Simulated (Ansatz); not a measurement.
In r²SCAN (plane waves, PAW; program Ansatz), ScAg3 in the Cu3Au type structure (Pm-3m) relaxes to a = 4.205 Å. Ag has 12 nearest neighbours from 2.97 Å (cuboctahedral). Its formation energy from the elements is -0.074 eV/atom, with no fitted shifts.

Electronic character: metallic (no gap). Gap from r²SCAN with spin–orbit coupling: none (metallic).

An equation-of-state fit gives a bulk modulus of 91.8 GPa. The relaxed-ion elastic constants in GPa are C11 = 109, C12 = 82.9, C44 = 40.5. The elastic constants imply a Debye temperature near 225 K. Bader charges are Ag -0.55, Sc +1.65 e.

The start of the workflow was typed in or built on a structure type; neither database checked (COD, Materials Project) lists it. Its standing as an ambient phase is unchecked. The r²SCAN relaxation kept the symmetry of its start; its stability against distortions is not shown here. No spin polarisation was allowed. As this level gives no gap, shear constants depend on the k-mesh and smearing (Fermi–Dirac, 0.1 eV here). The references are the lowest solids computed at this level, not always the standard phases. Spin–orbit coupling is left out wherever it is not named.

Potentials: the earlier of the program's two PAW sets.
